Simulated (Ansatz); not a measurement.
NbNF₂:
```xyz
4
Lattice="4.0960 0.0000 0.0000 0.0000 4.0960 0.0000 0.0000 0.0000 3.8600" Properties=species:S:1:pos:R:3 pbc="T T T"
Nb     0.0000     0.0000     0.0000
N      0.0000     0.0000     1.9300
F      2.0480     0.0000     0.0000
F      0.0000     2.0480     0.0000
```
Starting moments (μB, in the order of the atoms Nb N F F): -0.1 0.1 0.0 0.0.

Relaxed with r²SCAN.

Question: Map the electron localisation function on the plane through (0.000, 0.000, 0.000) spanned by u = [1, 0, 0] and v = [0, 0, 1] in lattice vectors, from r²SCAN (plane waves, PAW; program Ansatz).

Answer: x is the fraction of u, y of v (the angle between them is 90°; rows are the nearest grid lines); atoms in the plane: Nb at (0.00, 0.00), N at (0.00, 0.50), F at (0.50, 0.00).
```
y \ x   0.000  0.100  0.200  0.250  0.350  0.450  0.550  0.650  0.750  0.800  0.900   1.00
------  -----  -----  -----  -----  -----  -----  -----  -----  -----  -----  -----  -----
1.00    0.062  0.683  0.491  0.124  0.787  0.575  0.575  0.787  0.124  0.491  0.683  0.062
0.947   0.247  0.734  0.454  0.114  0.778  0.676  0.676  0.778  0.114  0.454  0.734  0.247
0.842   0.680  0.648  0.193  0.074  0.558  0.809  0.809  0.558  0.074  0.193  0.648  0.680
0.789   0.409  0.334  0.129  0.069  0.270  0.692  0.692  0.270  0.069  0.129  0.334  0.409
0.684   0.729  0.700  0.540  0.310  0.035  0.089  0.089  0.035  0.310  0.540  0.700  0.729
0.632   0.818  0.841  0.732  0.543  0.051  0.018  0.018  0.051  0.543  0.732  0.841  0.818
0.526   0.076  0.638  0.776  0.672  0.197  0.009  0.009  0.197  0.672  0.776  0.638  0.076
0.474   0.076  0.638  0.776  0.672  0.197  0.009  0.009  0.197  0.672  0.776  0.638  0.076
0.368   0.818  0.841  0.732  0.543  0.051  0.018  0.018  0.051  0.543  0.732  0.841  0.818
0.316   0.729  0.700  0.540  0.310  0.035  0.089  0.089  0.035  0.310  0.540  0.700  0.729
0.211   0.409  0.334  0.129  0.069  0.270  0.692  0.692  0.270  0.069  0.129  0.334  0.409
0.158   0.680  0.648  0.193  0.074  0.558  0.809  0.809  0.558  0.074  0.193  0.648  0.680
0.0526  0.247  0.734  0.454  0.114  0.778  0.676  0.676  0.778  0.114  0.454  0.734  0.247
0.000   0.062  0.683  0.491  0.124  0.787  0.575  0.575  0.787  0.124  0.491  0.683  0.062
```

The density is the valence pseudo-density with augmentation charge, so density and ELF within about 1 Å of a nucleus are not all-electron values.

Space group P4/mmm. The start of the workflow was typed in or built on a structure type; neither database checked (COD, Materials Project) lists it. Its standing as an ambient phase is unchecked. The cell was relaxed with r²SCAN under the symmetry of its start; its stability against distortions is not shown here. The workflow began spin-polarised and lost its moments. The cell computed holds one magnetic atom, so no antiferromagnetic order was within reach. Other orbital occupations within this spin state were not tried.

Potentials: the earlier of the program's two PAW sets.
